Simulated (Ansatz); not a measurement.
Cd (hcp, Mg type)

```yaml
crystal:
  lattice:
    - [2.96202, 0.00000, 0.00000]
    - [-1.48101, 2.56519, 0.00000]
    - [0.00000, 0.00000, 5.79795]
  atoms:
    - { symbol: Cd, position: [0.33333, 0.66667, 0.75000] }
    - { symbol: Cd, position: [0.66667, 0.33333, 0.25000] }
```

The slice is a (-1 1 0 2) plane (indices of the conventional cell) through the point (0.333, 0.667, 0.750) (fractional), spanned by u = [110] and v = [1 -1 1] in vectors of this cell: u (2.96 Å) and v (7.74 Å, at 90° to u). It covers one period; positions are fractions (u, v).

All values below come from r2SCAN (plane waves to 500 eV, PAW, scalar-relativistic; Ansatz, a first-principles code). k mesh 18×18×8. These are valence fields of a PAW run, semicore shells included where kept as valence: close to a nucleus they are smooth pseudo fields. Cd was relaxed with its symmetry unable to fall.

**Question.** What is the valence density on the shortest Cd–Cd line in this plane (2.96 Å), at its midpoint?

**Answer.** 0.21 e/Å³.

**Question.** What is the ELF at the midpoint of the shortest Cd–Cd line in this plane (2.96 Å)?

**Answer.** 0.26.

**Question.** Predict the map of the valence electron density on the slice.

**Answer.** 
```
|999977553322112233557799|
|887766442211111122446677|
|665544332211111122334455|
|333322221111111111222233|
|221111110000000000111111|
|000000000000000000000000|
|000000000000000000000000|
|000000000000000000000000|
|000000000011111100000000|
|000000001111111111000000|
|000000111111111111110000|
|000011111111111111111100|
|111111111111111111111111|
|222211111111111111111122|
|333322221111111111222233|
|444433222211111122223344|
|665544332211111122334455|
|776655332211111122335566|
|666655332211111122335566|
|665544332211111122334455|
|444433221100000011223344|
|222222110000000000112222|
|111111000000000000001111|
|000000000000000000000000|
|000000000000000000000000|
|111100000000000000000011|
|221111110000000000111111|
|333322221100000011222233|
|665544332211111122334455|
|887766442211111122446677|
|999977553322112233557799|
|999988663322112233668899|
```
Scale: ten equal steps from -1.18 (start of '0') to 1.42 (end of '9'), in the order '0123456789'. Values: log₁₀ of the valence density in e/Å³. The map has 12 points along u (two characters each, u = 0 at the left) and 32 along v (v = 0 in the bottom row). The scale is logarithmic, as a density can span decades between atoms and voids.
